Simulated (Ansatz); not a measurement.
The start is a relaxed GaPt cell displaced along its unstable phonon at q = (½, ½, 0) of its primitive reciprocal cell (97i cm⁻¹), largest move 0.15 Å. A full variable-cell relaxation at zero pressure is run with PBEsol (plane waves to 420 eV, PAW, scalar-relativistic; Ansatz, a first-principles code). The first steps use a coarse 11×11×11 k-mesh.

Input geometry:
```
CELL_PARAMETERS angstrom
      0.00000     5.09017     5.09017
      2.54509     2.54509     5.09017
      2.54509     2.54509     0.00000
ATOMIC_POSITIONS crystal
  Ga 0.00000 0.97053 0.02947
  Ga 0.50000 0.02947 0.97053
  Pt 0.00000 0.47501 0.52499
  Pt 0.50000 0.52499 0.47501
```

How much energy is released per atom?

0.17 eV/atom.

How do the shortest distances between atoms change?

The closest pairs of elements (up to four, under 3.6 Å), start → end: Ga–Pt 2.52 → 2.56 Å; Ga–Ga 3.39 → 2.93 Å; Pt–Pt 3.42 → 3.00 Å.

Is the relaxed structure metallic? Give its gap.

No gap (metallic).

Give the final cell and atomic positions.


Space group P4/nmm, origin choice 1 (No. 129); a = b = 3.4111 Å, c = 5.2453 Å, α = β = γ = 90.00°

| atom | site | symmetry | x | y | z |
|---|---|---|---|---|---|
| Ga | 2c | 4mm | 0.0000 | 0.5000 | 0.3414 |
| Pt | 2c | 4mm | 0.5000 | 0.0000 | 0.1702 |

Final values are on a 14×14×9 k-mesh of the relaxed cell. No spin polarisation in the result.

The run could not lose the symmetry of its start, so the end can be a saddle point.

The relaxed structure here is a generated cell of GaPt: the first start was made by placing the elements on the sites of a structure type, and the end was not matched to a known phase here, so it may be hypothetical.
